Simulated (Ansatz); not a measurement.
All numbers below come from DFT PBE, scalar-relativistic, plane waves, PAW in Ansatz 0.2.0. All cells share a 420 eV cutoff and Γ-centred k meshes spaced at most about 0.3 Å⁻¹ (about 0.25 or finer for metals, 2π included). No spin polarisation in the final relaxations.

All energies are static (0 K, no zero-point motion).

Two forms of TaTiN were relaxed alike.

A.

Space group P4/mmm (No. 123). a = 2.825 Å, b = 2.825 Å, c = 5.851 Å, α = 90.00°, β = 90.00°, γ = 90.00°
```
atom  site  symmetry       x       y       z
  Ti    1d     4/mmm  0.5000  0.5000  0.5000
  Ta    1c     4/mmm  0.5000  0.5000  0.0000
   N    1b     4/mmm  0.0000  0.0000  0.5000
```

B.

Space group P-6m2 (No. 187). a = 3.407 Å, b = 3.407 Å, c = 4.883 Å, α = 90.00°, β = 90.00°, γ = 120.00°
| atom | site | symmetry | x | y | z |
| --- | --- | --- | --- | --- | --- |
| Ti | 1a | -6m2 | 0.0000 | 0.0000 | 0.0000 |
| Ta | 1f | -6m2 | 0.6667 | 0.3333 | 0.5000 |
| N | 1d | -6m2 | 0.3333 | 0.6667 | 0.5000 |

Question: Which is lower in energy, and by how much?

Answer: A is lower, by 42 meV/atom. A has space group P4/mmm (No. 123), 15.6 Å³/atom and no gap on its mesh; B has space group P-6m2 (No. 187), 16.4 Å³/atom and no gap. Counting N atoms around Ta and Ti (those within 1.25 times the shortest such distance or 1.15 times the sum of covalent radii, 1.27 where that leaves under three; the shortest distance is added where it exceeds 1.18 times the sum of covalent radii), A has Ta 8 from 3.5 Å, Ti 4 and B has Ta 3, Ti 6 from 3.1 Å. The denser one is the lower, and pressure would at first widen the difference. Even the lower one lies +0.04 eV/atom against the reference forms of the elements (uncorrected), a margin that errors in the energy of the gaseous reference can exceed. In A, around Ti lie 4 N at 2.00 Å, 4 Ti at 2.83 Å and 2 Ta at 2.93 Å; Ta is surrounded by 4 Ta at 2.83 Å and 2 Ti at 2.93 Å; around N lie 4 Ti at 2.00 Å. In B, around Ti lie 6 N at 3.14 Å, 6 Ta at 3.14 Å and 6 Ti at 3.41 Å; around Ta lie 3 N at 1.97 Å, 6 Ti at 3.14 Å and 6 Ta at 3.41 Å; N has 3 Ta at 1.97 Å and 6 Ti at 3.14 Å. Both come from invented guesses. A third cell relaxed alike, in P4/mmm, lies 0.98 eV/atom below the lower of the two.

These runs have no spin–orbit coupling, which can matter for Ta. Cells relaxed within their symmetry can be saddle points.
